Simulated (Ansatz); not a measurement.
Equation of state of RhSe2

A database entry relaxed whole under r2SCAN (Pa-3):

```
Rh Se
1.0
     6.04833    0.00000    0.00000
     0.00000    6.04833    0.00000
     0.00000    0.00000    6.04833
Rh Se
4 8
Direct
  0.00000 0.00000 0.00000
  0.50000 0.00000 0.50000
  0.50000 0.50000 0.00000
  0.00000 0.50000 0.50000
  0.37721 0.37721 0.37721
  0.12279 0.62279 0.87721
  0.87721 0.12279 0.62279
  0.62279 0.87721 0.12279
  0.62279 0.62279 0.62279
  0.87721 0.37721 0.12279
  0.12279 0.87721 0.37721
  0.37721 0.12279 0.87721
```

The cell was scaled uniformly, its shape held, and the atoms relaxed at each volume with plane-wave PAW DFT (Ansatz 0.2.0; r2SCAN, 500 eV, 6×6×6 Γ-centred mesh, fermi-dirac occupations of width 0.100 eV; no spin, no spin-orbit coupling). One row is withheld.

| volume (Å³/atom) | energy over the lowest (meV/atom) | pressure (GPa) |
| --- | --- | --- |
| 17.332 | 28.9 | 8.95 |
| 17.701 | 12.3 | 5.60 |
| 18.070 | 2.9 | 2.63 |
| 18.438 | 0.0 | 0.00 |
| 18.807 | 2.8 | -2.32 |
| 19.176 | ? | ? |
| 19.545 | 22.7 | -6.17 |

Task: Fit the pressures of the other rows to the third-order Birch-Murnaghan form.

Result: With f = [(V₀/V)^(2/3) − 1]/2 and P = 3B₀f(1 + 2f)^(5/2)[1 + 3(B₀′ − 4)f/2], least squares gives V₀ = 18.44 Å³ an atom, B₀ = 123 GPa and B₀′ = 5.2; the rows miss the fit by less than 0.01 GPa. The slope of the energies differs from these pressures by less than 0.05 GPa.

Task: What does the withheld row hold?

Result: The fit gives -4.36 GPa at 19.176 Å³; the run gave -4.38 GPa and 10.5 meV an atom.

Caveats: the shape of the cell was held; 0 K, fixed nuclei; the symmetry was kept, and this need not be the phase that is stable at 0 K; one mesh for all volumes; every run is gapless at this level; pressure is positive in compression.
